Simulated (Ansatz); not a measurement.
GaP (zinc blende)

```yaml
crystal:
  lattice:
    - [0.00000, 2.75322, 2.75322]
    - [2.75322, 0.00000, 2.75322]
    - [2.75322, 2.75322, 0.00000]
  atoms:
    - { symbol: P, position: [0.75000, 0.75000, 0.75000] }
    - { symbol: Ga, position: [0.00000, 0.00000, 0.00000] }
```

The slice is a {100} plane (indices of the conventional cell) through the point (0.750, 0.750, 0.750) (fractional), spanned by u = [100] and v = [0 1 -1] in vectors of this cell: u (3.89 Å) and v (3.89 Å, at 90° to u). It covers one period; positions are fractions (u, v).

All values below come from PBE (plane waves to 420 eV, PAW, scalar-relativistic; Ansatz, a program for electronic structure). k mesh 10×10×10. Near the nuclei the fields are pseudised (PAW); where an atom keeps semicore shells as valence, they peak there. GaP was relaxed with its symmetry unable to fall. The PAW data are Ansatz's earlier set.

Three fields on this plane, each scaled to ten steps between its own extremes (0 low, 9 high; the total valence density on a logarithmic scale, the potential cut 8 eV below its top; x marks points blanked near nuclei; v = 0 in the bottom row):

Map A
```
|xxxxxxx98766666789xxxxxx|
|xxxxxx9987665667899xxxxx|
|xxxxxx9876655566789xxxxx|
|xxxxx987665545566789xxxx|
|xxxx98876544444567889xxx|
|xx998876544333445678899x|
|999877654332223345677899|
|888766543322122334566788|
|777665433211111233456677|
|666654432110001123445666|
|666554322100000122345566|
|665544321100000112344556|
|666554322100000122345566|
|666654432110001123445666|
|777665433211111233456677|
|888766543322122334566788|
|999877654332223345677899|
|xx998876544333445678899x|
|xxxx98876544444567889xxx|
|xxxxx987665545566789xxxx|
|xxxxxx9876655566789xxxxx|
|xxxxxx9987665667899xxxxx|
|xxxxxxx98766666789xxxxxx|
|xxxxxxx98766666789xxxxxx|
```

Map B
```
|xxxxxxx35677777653xxxxxx|
|xxxxxx0467777777640xxxxx|
|xxxxxx2577777777752xxxxx|
|xxxxx046788888887640xxxx|
|xxxx03678888888887630xxx|
|xx024678999999998876420x|
|334567899999999999876543|
|556778999999999999887765|
|667788999999999999988776|
|777788999999999999988777|
|777788999999999999988777|
|677788999999999999988777|
|777788999999999999988777|
|777788999999999999988777|
|667788999999999999988776|
|556778999999999999887765|
|334567899999999999876543|
|xx024678999999998876420x|
|xxxx03678888888887630xxx|
|xxxxx046788888887640xxxx|
|xxxxxx2577777777752xxxxx|
|xxxxxx0467777777640xxxxx|
|xxxxxxx35677777653xxxxxx|
|xxxxxxx35677677653xxxxxx|
```

Map C
```
|xxxxxxx52112221125xxxxxx|
|xxxxxx9521122211259xxxxx|
|xxxxxx7311111111137xxxxx|
|xxxxx952111111111259xxxx|
|xxxx96310001110001369xxx|
|xx975310000000000013579x|
|655321000000000000012355|
|322110000000000000001122|
|111110000000000000001111|
|111110000000000000001111|
|222111000000000000011122|
|222111000000000000011122|
|222111000000000000011122|
|111110000000000000001111|
|111110000000000000001111|
|322110000000000000001122|
|655321000000000000012355|
|xx975310000000000013579x|
|xxxx96310001110001369xxx|
|xxxxx952111111111259xxxx|
|xxxxxx7311111111137xxxxx|
|xxxxxx9521122211259xxxxx|
|xxxxxxx52112221125xxxxxx|
|xxxxxxx63112221136xxxxxx|
```

### Question
Assign the maps to these fields: density of the lowest conduction band (whole band as if filled, smooth part); valence electron density; electrostatic potential energy of an electron, from the cell's mean.

### Answer
A is the valence electron density; B is the electrostatic potential energy of an electron, from the cell's mean; C is the density of the lowest conduction band (whole band as if filled, smooth part).
